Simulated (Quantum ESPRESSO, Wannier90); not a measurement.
## ZnCdS₂ (P3m1): Wannier90 run

```yaml
crystal:
  lattice:
    - [4.01080, 0.00000, 0.00000]
    - [-2.00540, 3.47345, 0.00000]
    - [0.00000, 0.00000, 6.63060]
  atoms:
    - { symbol: Zn, position: [0.00000, 0.00000, 0.99976] }
    - { symbol: Cd, position: [0.33333, 0.66667, 0.50562] }
    - { symbol: S, position: [0.33333, 0.66667, 0.89201] }
    - { symbol: S, position: [0.00000, 0.00000, 0.35460] }
```

Materials Project entry mp-1215475; symmetrised, unrelaxed at this level. Not found in the COD (Crystallography Open Database) copy used; not checked further. Computed values, not measurements, from PBEsol: Quantum ESPRESSO (norm-conserving PseudoDojo potentials, cutoff 82 Ry, no spin polarisation, no spin-orbit coupling) on a Γ-centred 6×6×4 mesh, then Wannier90. Density: 12×12×6 mesh, cold smearing 0.01 Ry.

Base run: 16 functions from bands 9-10,21-48 of the 48 computed, start hydrogen-like Zn: s;p; Cd: s;p; S: s;p, centres 0.05 Å off the atoms, frozen window up to 2.68 eV relative to the valence-band maximum, outer window open. Bands 11–15 (Cd 4d 93 %), 16–20 (Zn 3d 93 %) lie between the kept ones and are excluded. One setting was then changed (edges relative to the valence-band maximum; misfit to pw.x on a path, for states up to 2.2 eV relative to the valence-band maximum).

```json
[
 {"run": "base", "Ω_I (Å²)": "24.47", "rms misfit (meV)": "2.3", "worst (meV)": "14"},
 {"run": "changed", "Ω_I (Å²)": "24.44", "rms misfit (meV)": "10", "worst (meV)": "96"}
]
```

Question: Which change was made?
A. no frozen window
B. only the lowest 23 of the kept bands
C. frozen window to -0.32 eV
D. outer window to 15.49 eV
E. frozen window to 2.18 eV

Answer: C, frozen window to -0.32 eV. The others give:

| run | Ω_I (Å²) | rms misfit (meV) | worst (meV) |
|---|---|---|---|
| frozen window to 2.18 eV | 24.46 | 2.8 | 31 |
| no frozen window | 23.77 | 131 | 360 |
| outer window to 15.49 eV | 28.67 | 2.6 | 12 |
| only the lowest 23 of the kept bands | 30.13 | 2.7 | 12 |
